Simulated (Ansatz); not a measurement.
# Computed properties of RuW

RuW:
```
CELL_PARAMETERS angstrom
      0.00000     2.53735     2.53735
      2.53735     0.00000     2.53735
      2.53735     2.53735     0.00000
ATOMIC_POSITIONS crystal
  Ru 0.00000 0.00000 0.00000
  W  0.50000 0.50000 0.50000
```

Space group Fm-3m (No. 225), rock salt; conventional cell a = b = c = 5.075 Å, α = β = γ = 90.00°.

Method: PBEsol in the plane-wave PAW code Ansatz. Structure relaxed to zero pressure with the same functional. Other levels are named where they apply.

### Cell and energy

| Quantity | Value |
|---|---|
| Volume per atom | 16.34 Å³ |
| Density | 14.48 g/cm³ |
| Formation energy from the elements (no fitted shifts) | 1.03 eV/atom |

### Electronic structure

| Property | Value |
|---|---|
| Electronic character | metallic (no gap) |
| Density of states at the Fermi level | 0.73 states/eV per atom (mean over ±0.08 eV) |
| Gap with spin–orbit coupling | none (metallic) |

### Mechanics

| Quantity | Result |
|---|---|
| Bulk modulus (Birch–Murnaghan fit) | 254 GPa |
| Pressure derivative B′ | 4.4 |

### Phonons

| Item | Result |
|---|---|
| Highest zone-centre frequency | 92 cm^-1 |
| Zone-centre stability | no imaginary mode at Γ |

The start of the workflow was typed in or built on a structure type; neither database checked (COD, Materials Project) lists it. Its standing as an ambient phase is unchecked. The PBEsol relaxation kept the symmetry of its start. The run is not spin-polarised. Its formation energy is positive at this level, so the cell may be metastable or incomplete. As this level gives no gap, phonon frequencies hold no LO–TO term and depend on the k-mesh and smearing (Fermi–Dirac, 0.1 eV here). The references are the lowest solids computed at this level, not always the standard phases. Spin–orbit coupling is left out wherever it is not named.

Potentials: the later of the program's two PAW sets.
